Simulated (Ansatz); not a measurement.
# Computed properties of Cu$_{8}$O

Cu$_{8}$O:
```cif
data_Cu8O
_chemical_formula_sum 'Cu8 O1'
_space_group_name_H-M_alt 'P4/mmm'
_space_group_IT_number 123
_space_group_name_Hall '-P 4 2'
_cell_length_a 3.75895
_cell_length_b 3.75895
_cell_length_c 7.43490
_cell_angle_alpha 90.000
_cell_angle_beta 90.000
_cell_angle_gamma 90.000
loop_
_atom_site_label
_atom_site_type_symbol
_atom_site_symmetry_multiplicity
_atom_site_Wyckoff_symbol
_atom_site_fract_x
_atom_site_fract_y
_atom_site_fract_z
_atom_site_occupancy
Cu1 Cu 2 g 0.00000 0.00000 0.26988 1
Cu2 Cu 2 h 0.50000 0.50000 0.28535 1
Cu3 Cu 2 f 0.00000 0.50000 0.00000 1
Cu4 Cu 2 e 0.00000 0.50000 0.50000 1
O1 O 1 c 0.50000 0.50000 0.00000 1
```

Space group P4/mmm (No. 123); conventional cell a = b = 3.759 Å, c = 7.435 Å, α = β = γ = 90.00°.

Method: r²SCAN in the plane-wave PAW code Ansatz. The cell and atoms are relaxed at this level. Other levels are named where they apply.

**Cell and energy**

```json
{
 "volume_per_atom": "11.67 Å³",
 "density": "8.29 g/cm³",
 "Formation energy from the elements (no fitted shifts)": "0.027 eV/atom"
}
```

**Electronic structure**

```json
{
 "electronic_character": "metallic (no gap)",
 "Density of states at the Fermi level": "0.22 states/eV per atom (mean over ±0.08 eV)"
}
```

**Magnetism**

```json
{
  "magnetic_order": "non-magnetic (starting moments vanished)"
}
```

**Mechanics**

```json
{
 "Bulk modulus (Birch–Murnaghan fit)": "133 GPa",
 "Pressure derivative B′": "6.0"
}
```

**Charges**

```json
{
  "bader_charges": "Cu -0.06 to +0.49, O -1.15 e"
}
```

The start of the workflow was typed in or built on a structure type; neither database checked (COD, Materials Project) lists it. Whether it is the stable phase at ambient conditions was not checked. Symmetry was held in the r²SCAN relaxation; whether a distortion lowers the energy is not shown. The workflow began spin-polarised and lost its moments. No Hubbard U is applied. The compound may be a true metal, but semilocal functionals without U, or a wrong spin order, can also close a gap. The references are the lowest solids computed at this level, not always the standard phases (solids in place of the gases).

Potentials: the earlier of the program's two PAW sets. The files were generated under PBE; for other functionals the program regenerates the frozen cores, and for LDA and PBEsol the local potential too.
